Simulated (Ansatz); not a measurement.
Values for one crystal, relaxed and computed with plane-wave PAW r²SCAN (Ansatz code); other levels are named.

- Volume per atom = 16.99 Å³
- Electronic character = metallic (no gap)
- Density of states at the Fermi level = 0.42 states/eV per atom (mean over ±0.08 eV)
- Formation energy from the elements (no fitted shifts) = -0.99 eV/atom

### Question
Pick the material that matches.
A. YZnGe, P6_3/mmc (Y on 2b, Y on 2a, Zn on 4f, Ge on 4f)
B. TaSiPt, Pnma (Ta on 4c, Si on 4c, Pt on 4c)
C. Y5Ge3, P6_3/mcm (Y on 6g, Y on 4d, Ge on 6g)
D. YSi2Pd2, I4/mmm (Y on 2a, Si on 4e, Pd on 4d)

### Answer
D, YSi2Pd2, I4/mmm (Y on 2a, Si on 4e, Pd on 4d)

The first step of the workflow began from a Materials Project structure, measured or hypothetical; the Crystallography Open Database files this formula in space group No. 139, but the cells were not matched. Its standing as an ambient phase is unchecked. The cell was relaxed with r²SCAN under the symmetry of its start; whether a distortion lowers the energy is not shown. No spin polarisation was allowed. The references are the lowest solids computed at this level, not always the standard phases. Scalar-relativistic: spin–orbit coupling is off unless named, which matters more the heavier the elements.

Potentials: the earlier of the program's two PAW sets.
